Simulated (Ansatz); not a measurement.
A relaxed cell of Rb2VCdC6N6 is given with its symmetry left out. The cell was found from a structure generator's guess, not taken from experiment.

All numbers below come from DFT PBE, scalar-relativistic, plane waves, PAW (Ansatz 0.2.0). Cutoff 420 eV, Γ-centred mesh, Gaussian smearing, collinear spin.

```
Rb V Cd C N
1.0
     0.00000    5.64674    5.64674
     5.64674    0.00000    5.64674
     5.64674    5.64674    0.00000
Rb V Cd C N
2 1 1 6 6
Direct
  0.25000 0.25000 0.25000
  0.75000 0.75000 0.75000
  0.50000 0.50000 0.50000
  0.00000 0.00000 0.00000
  0.78631 0.21369 0.21369
  0.21369 0.78631 0.21369
  0.21369 0.21369 0.78631
  0.21369 0.78631 0.78631
  0.78631 0.21369 0.78631
  0.78631 0.78631 0.21369
  0.68231 0.31769 0.31769
  0.31769 0.68231 0.31769
  0.31769 0.31769 0.68231
  0.31769 0.68231 0.68231
  0.68231 0.31769 0.68231
  0.68231 0.68231 0.31769
```

Formation energies are uncorrected and refer to the elements' standard structures at the same level (N₂ as a molecule).

Question: Find its symmetry and describe it.

Answer: Fm-3m (No. 225). Conventional cell: a = 11.293 Å. Rb has 12 C at 4.01 Å and 12 N at 4.07 Å; V has 6 N at 2.06 Å; Cd has 6 C at 2.41 Å; C is surrounded by 1 N at 1.17 Å, 1 Cd at 2.41 Å, 1 V at 3.23 Å, 4 C at 3.41 Å, 4 N at 3.83 Å and 4 Rb at 4.01 Å; N has 1 C at 1.17 Å, 1 V at 2.06 Å, 4 N at 2.91 Å, 1 Cd at 3.59 Å, 4 C at 3.83 Å and 4 Rb at 4.07 Å.

Question: How far does it lie from the elements in energy?

Answer: +0.039 eV/atom. It can't be a ground state, since the elements alone are lower.

Question: Is it a metal?

Answer: No, the gap on the 4×4×4 mesh is 1.18 eV.

Question: Which magnetic moments does it keep?

Answer: 0.19 μB per atom net, the space between the atoms included; by site: V 1.8 μB.

Question: From what recipe could a structure generator have reached it?

Answer: One such recipe: cyanide-bridged rock-salt net of two metals, 2 guest cations a cell (Fm-3m, No. 225). Other recipes can lead to the same cell.

The last run used collinear spin, a 4×4×4 mesh for its 16-atom cell and Gaussian smearing of 0.02 eV. Kohn–Sham gaps at this level usually fall short of measured ones. The reference form of C is held partly by dispersion forces, which this level lacks. Another magnetic order may lie lower. A structure relaxed within its symmetry needn't be a true minimum.
